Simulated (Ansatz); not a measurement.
Relaxation of a generated trial cell of Ag in the AFLOW prototype A_tI2_139_a (A6, as in In); 1 atom in the cell, which starts as I4/mmm (No. 139), tI2; a = b = 3.169 Å, c = 3.407 Å, α = β = γ = 90.00°. These are r2SCAN (plane waves to 500 eV, PAW, scalar-relativistic; Ansatz, a first-principles code) values and carry that method's errors. Γ-centred k-mesh 14×14×14 on the run's cell (coarser than for final values), Fermi–Dirac smearing 0.05 eV. This is the first round of the run. 

The optimiser's lines from the output (shortened; P is positive under compression):

```
relax step   1: F+E_penalty+E_count = -7603.96756885 eV  Δ(F+E_penalty+E_count) = +0.000e0 eV  max|allowed force component| = 0.000e0 eV/Å  Δτ_max = 0.0000 Å  P = +2.007 GPa  Ω = 17.104 Å³  (7 SCF iters, dr2 threshold 1.00e-7 eV, accepted)
relax step   2: F+E_penalty+E_count = -7603.97029742 eV  Δ(F+E_penalty+E_count) = -2.729e-3 eV  max|allowed force component| = 0.000e0 eV/Å  Δτ_max = 0.0000 Å  P = -1.251 GPa  Ω = 17.656 Å³  (8 SCF iters, dr2 threshold 1.00e-7 eV, accepted)
relax step   3: F+E_penalty+E_count = -7603.97260756 eV  Δ(F+E_penalty+E_count) = -2.310e-3 eV  max|allowed force component| = 0.000e0 eV/Å  Δτ_max = 0.0000 Å  P = -0.454 GPa  Ω = 17.501 Å³  (6 SCF iters, dr2 threshold 1.00e-7 eV, accepted)
relax step   4: F+E_penalty+E_count = -7603.98429775 eV  Δ(F+E_penalty+E_count) = -1.169e-2 eV  max|allowed force component| = 0.000e0 eV/Å  Δτ_max = 0.0000 Å  P = +1.471 GPa  Ω = 17.128 Å³  (7 SCF iters, dr2 threshold 1.00e-7 eV, accepted)
relax step   5: F+E_penalty+E_count = -7603.99572068 eV  Δ(F+E_penalty+E_count) = -1.142e-2 eV  max|allowed force component| = 0.000e0 eV/Å  Δτ_max = 0.0000 Å  P = +1.965 GPa  Ω = 17.017 Å³  (8 SCF iters, dr2 threshold 1.00e-7 eV, accepted)
relax step   6: F+E_penalty+E_count = -7604.00353969 eV  Δ(F+E_penalty+E_count) = -7.819e-3 eV  max|allowed force component| = 0.000e0 eV/Å  Δτ_max = 0.0000 Å  P = +0.607 GPa  Ω = 17.205 Å³  (6 SCF iters, dr2 threshold 1.00e-7 eV, accepted)
relax step   7: F+E_penalty+E_count = -7604.00417643 eV  Δ(F+E_penalty+E_count) = -6.367e-4 eV  max|allowed force component| = 0.000e0 eV/Å  Δτ_max = 0.0000 Å  P = -0.038 GPa  Ω = 17.305 Å³  (5 SCF iters, dr2 threshold 1.00e-7 eV, accepted)
relax step   8: F+E_penalty+E_count = -7604.00397836 eV  Δ(F+E_penalty+E_count) = +1.981e-4 eV  max|allowed force component| = 0.000e0 eV/Å  Δτ_max = 0.0000 Å  P = +0.328 GPa  Ω = 17.237 Å³  (8 SCF iters, dr2 threshold 1.00e-7 eV, rejected (line search))
relax step   9: F+E_penalty+E_count = -7604.00442011 eV  Δ(F+E_penalty+E_count) = -2.437e-4 eV  max|allowed force component| = 0.000e0 eV/Å  Δτ_max = 0.0000 Å  P = -0.001 GPa  Ω = 17.293 Å³  (10 SCF iters, accepted)
relax step  10: F+E_penalty+E_count = -7604.00444649 eV  Δ(F+E_penalty+E_count) = -2.639e-5 eV  max|allowed force component| = 0.000e0 eV/Å  Δτ_max = 0.0000 Å  P = -0.001 GPa  Ω = 17.292 Å³  (6 SCF iters, dr2 threshold 2.57e-8 eV, accepted)
relax step  11: F+E_penalty+E_count = -7604.00619267 eV  Δ(F+E_penalty+E_count) = -1.746e-3 eV  max|allowed force component| = 0.000e0 eV/Å  Δτ_max = 0.0000 Å  P = +0.009 GPa  Ω = 17.292 Å³  stress off target by 1.10e-1 GPa  SCF on the basis re-selected at this cell (its energy is not comparable with the rows above)  (7 SCF iters)
relax step  12: F+E_penalty+E_count = -7604.00621527 eV  Δ(F+E_penalty+E_count) = -2.260e-5 eV  max|allowed force component| = 0.000e0 eV/Å  Δτ_max = 0.0000 Å  P = +0.002 GPa  Ω = 17.293 Å³  (4 SCF iters, dr2 threshold 3.00e-8 eV, accepted)
relax step  13: F+E_penalty+E_count = -7604.00621580 eV  Δ(F+E_penalty+E_count) = -5.238e-7 eV  max|allowed force component| = 0.000e0 eV/Å  Δτ_max = 0.0000 Å  P = +0.002 GPa  Ω = 17.293 Å³  stress off target by 1.88e-2 GPa  SCF on the basis re-selected at this cell (its energy is not comparable with the rows above)  (5 SCF iters)
```

From the first to the last row the energy changes by -0.04 eV/atom and the volume by +1.1 %. The last row is marked as not comparable with the walk above it, whose basis was carried along; it does compare with step 1, since both stand on a basis selected at the nominal cutoff for their own cell.

Step 8 was rejected by the optimiser.

Later rounds, restarted from the end of this one on a renewed k-mesh, logged 4 more steps and released under 0.01 eV/atom more. The final structure after all rounds: Fm-3m (No. 225), cF4, fcc (Cu type); a = b = c = 4.1055 Å, α = β = γ = 90.00°. Between re-selections the logged energies stand on a plane-wave basis carried along with the cell. No spin polarisation in the result.

The run could not lose the symmetry of its start.
